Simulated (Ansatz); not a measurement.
One crystal and one scan (scan of one atom of the cell) at two levels, PBE (plane waves to 420 eV, PAW, scalar-relativistic; Ansatz, a first-principles code) and r2SCAN (plane waves to 500 eV, PAW, scalar-relativistic; Ansatz), each from its own relaxed cell and on its own mesh.

The crystal is C (diamond); one C atom of a 2-atom cell moves by s along Cartesian [111], with its periodic images.

Energies are smeared free energies. C was relaxed with its symmetry unable to fall. (PBE) Left out: 1 of 11 points, with atoms too close for the PAW data. As the smearing reaches across the gap at some points, energies and forces of such displacements shift with the k mesh and the smearing.

| quantity | run 1 | run 2 |
|---|---|---|
| Lattice constant a (Å) | 3.572 | 3.560 |
| Force constant k = d²E/ds² at s = 0 (finite differences) (eV/Å²) | 36.78 | 38.71 |
| Zone-centre optical wavenumber from k (cm⁻¹) | 1290 | 1324 |

Problem. Which run is which level?

Solution. Run 1 is PBE, run 2 is r2SCAN. PBE gives the higher value for: lattice constant a. PBE gives the lower value for: force constant k = d²E/ds² at s = 0; zone-centre optical wavenumber from k. Both give the same shape of the curve: a single well with its minimum at or next to zero displacement.

(A displaced cell: forces are minus the slopes of the energy, force constants its curvatures, and phonons follow from these.)
